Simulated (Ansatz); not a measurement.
Clamped-ion strain scan in MgRh

Level of theory: DFT r2SCAN, scalar-relativistic, plane waves, PAW in Ansatz 0.2.0. The runs took a 500 eV cutoff, a Γ-centred 16×16×16 mesh and Gaussian smearing (0.15 eV). No spin polarisation. Energies are free energies at this smearing, counted from the undisturbed cell; pressure is positive in compression.

The undisturbed cell (as given, not relaxed at this level; it stands at -1.0 GPa, and it needn't be the usual structure):

```yaml
crystal:
  lattice:
    - [3.09920, 0.00000, 0.00000]
    - [0.00000, 3.09920, 0.00000]
    - [0.00000, 0.00000, 3.09920]
  atoms:
    - { symbol: Mg, position: [0.00000, 0.00000, 0.00000] }
    - { symbol: Rh, position: [0.50000, 0.50000, 0.50000] }
```

The cell is strained by ε times the Voigt pattern (0, 0, 0, 0, 1, 0) (xx, yy, zz, yz, xz, xy; engineering shear) with fractional coordinates fixed. The cell is metallic on the mesh throughout.

| ε | ΔE (meV/atom) |
| --- | --- |
| -0.1500 | 80.3 |
| -0.0750 | 20.0 |
| 0.0000 | 0.0 |
| 0.0187 | 1.2 |
| 0.0375 | 5.0 |
| 0.0562 | 11.2 |
| 0.0937 | 31.2 |
| 0.1125 | 45.0 |
| 0.1312 | 61.3 |

Problem. Predict the pressure (GPa) at each point.

Solution.
| ε | pressure (GPa) |
| --- | --- |
| -0.1500 | 1.4 |
| -0.0750 | -0.4 |
| 0.0000 | -1.0 |
| 0.0187 | -1.0 |
| 0.0375 | -0.9 |
| 0.0562 | -0.7 |
| 0.0937 | -0.1 |
| 0.1125 | 0.3 |
| 0.1312 | 0.8 |